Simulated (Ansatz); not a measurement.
Relaxed CdS (wurtzite):

```xyz
4
Lattice="4.1962 0.0000 0.0000 -2.0981 3.6340 0.0000 0.0000 0.0000 6.8295" Properties=species:S:1:pos:R:3 pbc="T T T"
Cd     0.0000     2.4227     6.8238
Cd     2.0981     1.2113     3.4091
S      0.0000     2.4227     2.5654
S      2.0981     1.2113     5.9802
```

In this cell atom 1 (Cd, nearest neighbour S at 2.565 Å; its periodic images, 4.2 Å or more away, move with it) is moved by s along Cartesian z, unit vector (0.000, 0.000, 1.000); all other atoms and the cell stay fixed.

The numbers are results of PBE (plane waves to 420 eV, PAW, scalar-relativistic; Ansatz, a quantum-chemistry and plane-wave program), not measurements. k mesh 7×7×4 (Γ-centred), Fermi-Dirac smearing 0.05 eV. The energy includes the smearing's −TS. CdS was relaxed with its symmetry unable to fall. ΔE is measured from the undisplaced structure.

Successive frames, forces in eV/Å:

```tsv
frame	ΔE (meV/cell)	F on Cd1	F on Cd2	F on S3	F on S4
s = 0.204 Å	156	(0.000, 0.000, -1.726)	(0.000, 0.000, 0.351)	(0.000, 0.000, 1.120)	(0.000, 0.000, 0.256)
s = 0.102 Å	34	(0.000, 0.000, -0.714)	(0.000, 0.000, 0.171)	(0.000, 0.000, 0.423)	(0.000, 0.000, 0.120)
s = 0.000 Å	0	(0.000, 0.000, -0.002)	(0.000, 0.000, -0.002)	(0.000, 0.000, 0.002)	(0.000, 0.000, 0.002)
```

Task: What are the energy and the forces in the next frame, s = -0.102 Å?

Result: ΔE (meV/cell) = 26.

```csv
atom,Fx,Fy,Fz
Cd1,0.000,0.000,0.487
Cd2,0.000,0.000,-0.168
S3,0.000,0.000,-0.228
S4,0.000,0.000,-0.090
```

(A displaced cell: forces are minus the slopes of the energy, force constants its curvatures, and phonons follow from these.)
